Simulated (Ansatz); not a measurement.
Relaxed polymorphs of MoS2. Computed with r2SCAN (plane waves to 500 eV, PAW, scalar-relativistic; Ansatz, a quantum-chemistry and plane-wave program). One row is withheld; estimate it from its structure type, its coordination and the trend of the others.

```csv
structure,coordination,E − E(first row) (eV/atom),V (Å³/atom),"gap (eV, no SOC)"
"P6₃/mmc, hP6, AFLOW prototype AB2_hP6_194_c_f (C7, as in MoS2), non-magnetic",–,0.000,19.02,1.16
"Pnnm, oP6, AFLOW prototype AB2_oP6_58_a_g (as in Fe2C), non-magnetic",–,0.34,16.69,0.00
"Fd-3m, cF48, AFLOW prototype AB2_cF48_227_c_e (as in Ti2C), non-magnetic",–,0.38,17.65,0.00
"P2₁2₁2, oP12, non-magnetic",–,0.32,17.12,0.00
"Pa-3, cP12, ferromagnetic",–,0.47,17.84,0.00
"I4₁/amd, tI12, anatase type, non-magnetic","Mo 6 (octahedral), S 3",?,?,?
"Pnma, oP12, non-magnetic",–,0.385,18.51,0.12
"P4₂/mnm, tP6, rutile type, non-magnetic","Mo 6 (octahedral), S 3",0.40,18.47,0.00
```

Task: Complete the blanks.

Result: 
- I4₁/amd, tI12, anatase type, non-magnetic, E − E(first row) (eV/atom): 0.57
- I4₁/amd, tI12, anatase type, non-magnetic, V (Å³/atom): 17.60
- I4₁/amd, tI12, anatase type, non-magnetic, gap (eV, no SOC): 0.00

The withheld cell: I4₁/amd, origin choice 1 (No. 141), tI12, anatase type; a = 4.7674 Å, b = 4.7674 Å, c = 9.2949 Å, α = 90.00°, β = 90.00°, γ = 90.00°; Mo 4b (0.000, 0.000, 0.500); S 8e (0.000, 0.000, 0.238); non-magnetic. Coordination numbers (neighbours up to the widest gap in distance over summed covalent radii, below 1.35; n+m marks a second, longer set; metal–metal contacts left out).

Probably no minimum, since a slightly shaken restart fell lower: P4₂/mnm, tP6, rutile type, non-magnetic (by 0.08 eV/atom, to P2₁2₁2). 1 run with a doubtful electronic state, a coarser numerical grid, an end not at rest or a source that can't be used is left out. 5 generated cells of layers, chains or molecules, poorly bound without dispersion, are left out. Each run could gain symmetry but not lose that of its start, so entries can be saddle points. From databases, or of a type measured for this composition: P6₃/mmc, hP6, AFLOW prototype AB2_hP6_194_c_f (C7, as in MoS2), non-magnetic; the others are generated cells (placed on structure types, drawn at random, substituted or restacked) that were not matched to a known phase here. Each structure is listed in the lowest spin state found for it. Energies are at zero temperature and pressure, without zero-point motion. Spin states reached: non-magnetic, ferromagnetic; non-magnetic ones ran without spin or lost their moments; spin orders were not searched systematically. Without a van der Waals term the distances between weakly bound units are poorly fixed. Gaps of cells over 8 atoms come from the SCF mesh and high-symmetry points alone.
